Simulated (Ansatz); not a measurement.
## NbRu: computed property card

NbRu:
Space group P2/m (No. 10); a = 4.563 Å, b = 3.034 Å, c = 6.871 Å, α = 90.00°, β = 102.81°, γ = 90.00°

```tsv
atom	site	symmetry	x	y	z
Nb	2m	m	0.3088	0.0000	0.6767
Nb	1a	2/m	0.0000	0.0000	0.0000
Ru	1e	2/m	0.5000	0.5000	0.0000
Ru	2n	m	0.2065	0.5000	0.3479
```

Space group P2/m (No. 10); conventional cell a = 4.5625 Å, b = 3.0341 Å, c = 6.8707 Å, α = γ = 90.00°, β = 102.81°.

Method: the program Ansatz at the PBEsol level (PAW). Structure relaxed to zero pressure with the same functional. Other levels are named where they apply.

Cell and energy:

- Volume per atom = 15.46 Å³
- Density = 10.42 g/cm³
- Formation energy from the elements (no fitted shifts) = -0.19 eV/atom

Electronic structure:

- Electronic character = metallic (no gap)
- Density of states at the Fermi level = 1.00 states/eV per atom (mean over ±0.08 eV)

Mechanics:

- Bulk modulus (Birch–Murnaghan fit) = 252 GPa
- Pressure derivative B′ = 4.3

The start of the workflow was typed in or built on a structure type; neither database checked (COD, Materials Project) lists it. COD files the formula under space group No. 123, 221. Whether it is the stable phase at ambient conditions was not checked. The PBEsol relaxation kept the symmetry of its start; whether a distortion lowers the energy is not shown. No spin polarisation was allowed. Axis ratios of metals converge slowly with the k-mesh, so a and c are less sure than the volume. The references are the lowest solids computed at this level, not always the standard phases. Scalar-relativistic: spin–orbit coupling is off unless named, which matters more the heavier the elements.

Potentials: the later of the program's two PAW sets.
